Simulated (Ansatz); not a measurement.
A geometry of Ti3Al away from equilibrium: the start of the relaxation of a generated cell, Ti3Al placed in the AFLOW prototype AB3_hP8_182_c_g (as in Fe3C). Calculation: PBEsol (plane waves to 420 eV, PAW, scalar-relativistic; Ansatz, a quantum-chemistry and plane-wave program). Γ-centred k-mesh 7×7×7 on the run's cell (coarser than for final values), Fermi–Dirac smearing 0.05 eV.

```xyz
8
Lattice="5.7438 0.0000 0.0000 -2.8719 4.9743 0.0000 0.0000 0.0000 4.9797" Properties=species:S:1:pos:R:3 pbc="T T T"
Ti     1.8662     0.0000     0.0000
Ti     0.9331     1.6162     2.4898
Ti    -0.9331     1.6162     0.0000
Ti     3.8776     0.0000     2.4898
Ti     1.9388     3.3581     0.0000
Ti    -1.9388     3.3581     2.4898
Al     0.0000     3.3162     1.2449
Al     2.8719     1.6581     3.7348
```

### Question
Give the Cartesian forces on all atoms (eV/Å).

### Answer
```json
[
 {"atom": "Ti1", "Fx": "-2.27", "Fy": "0.00", "Fz": "0.00"},
 {"atom": "Ti2", "Fx": "-1.14", "Fy": "-1.97", "Fz": "0.00"},
 {"atom": "Ti3", "Fx": "1.14", "Fy": "-1.97", "Fz": "0.00"},
 {"atom": "Ti4", "Fx": "2.27", "Fy": "0.00", "Fz": "0.00"},
 {"atom": "Ti5", "Fx": "1.14", "Fy": "1.97", "Fz": "0.00"},
 {"atom": "Ti6", "Fx": "-1.14", "Fy": "1.97", "Fz": "0.00"},
 {"atom": "Al7", "Fx": "0.00", "Fy": "0.00", "Fz": "0.00"},
 {"atom": "Al8", "Fx": "0.00", "Fy": "0.00", "Fz": "0.00"}
]
```

### Question
What is the pressure?

### Answer
+12.9 GPa, compression positive.

No spin polarisation in the result.

The run could not lower the symmetry of its start; a shaken copy of this end point relaxes with PBEsol to P-62m (No. 189), 0.30 eV/atom lower.

The end of the path is a generated cell of Ti3Al: the first start was made by placing the elements on the sites of a structure type, and the end was not matched to a known phase here, so it may be hypothetical. Known forms of Ti3Al include space group No. 194.
